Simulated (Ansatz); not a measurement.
Cu Kα1 powder pattern (kinematic, no thermal factors).
2θ (°) (relative intensity): 26.42 (1), 31.13 (51), 31.17 (100), 44.59 (18), 44.63 (73), 44.74 (18), 55.38 (19), 55.51 (19), 64.91 (6), 65.01 (11), 73.74 (7), 73.76 (16), 73.83 (16), 73.97 (8), 82.17 (6), 82.19 (11), 82.28 (6), 82.41 (12)

The pattern is computed from a structure relaxed with Ansatz, DFT PBE, scalar-relativistic, plane waves, PAW. No spin polarisation. Its elements are Ge, Se, Sn.

Question: Give the structure.

Answer: SnGe5Se6.
Space group Pmmm (No. 47). a = 4.048 Å, b = 5.741 Å, c = 12.183 Å, α = 90.00°, β = 90.00°, γ = 90.00°
```csv
atom,site,symmetry,x,y,z
Sn,1a,mmm,0.0000,0.0000,0.0000
Ge,2q,mm2,0.0000,0.0000,0.6620
Ge,2t,mm2,0.5000,0.5000,0.8290
Ge,1h,mmm,0.5000,0.5000,0.5000
Se,1e,mmm,0.0000,0.5000,0.0000
Se,2s,mm2,0.5000,0.0000,0.1786
Se,2r,mm2,0.0000,0.5000,0.3344
Se,1d,mmm,0.5000,0.0000,0.5000
```

A pattern alone doesn't exclude other cells with like lines; this is the one computed.

The structure comes from a generated guess; another structure or a mixture of phases may lie lower.
